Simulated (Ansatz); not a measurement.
GaO in space group P6_3/mmc (No. 194; Ga on 4f, O on 4f), DFT-PBE+D3(BJ) in the program Ansatz with PAW potentials. The conduction-band minimum lies at Γ, with 1 equivalent valley. Second derivatives d²E/dk² of the lowest band at one valley (eV·Å²), along Cartesian directions:

```
direction  d²E/dk²
---------  -------
[100]        28.82
[010]        28.82
[001]        53.05
[110]        28.82
[101]        40.97
[011]        40.97
```

**Question.** Find the principal effective masses, the density-of-states mass and the conductivity mass.

**Answer.** Off-diagonal terms follow from H_xy = H[110] − (H_xx + H_yy)/2, and m*/mₑ = 7.620 eV·Å² over each eigenvalue: 0.14, 0.26, 0.26. One valley's DOS mass (m₁m₂m₃)^(1/3) = 0.22, conductivity mass 3/(Σ 1/mᵢ) = 0.21 mₑ.

**Question.** What effective density of states Nc follows at 300 K for parabolic valleys?

**Answer.** Nc = 2.509e19 × 1 × (0.22)^(3/2) ≈ 2.6e18 cm⁻³.

The start of the workflow was typed in or built on a structure type; neither database checked (COD, Materials Project) lists it. Whether it is the stable phase at ambient conditions was not checked. Symmetry was held in the PBE+D3(BJ) relaxation; whether a distortion lowers the energy is not shown. Scalar-relativistic: spin–orbit coupling is off unless named, which matters more the heavier the elements.

Potentials: the earlier of the program's two PAW sets.

Edges and masses are those of Kohn–Sham bands, whose gap is no quasiparticle gap.
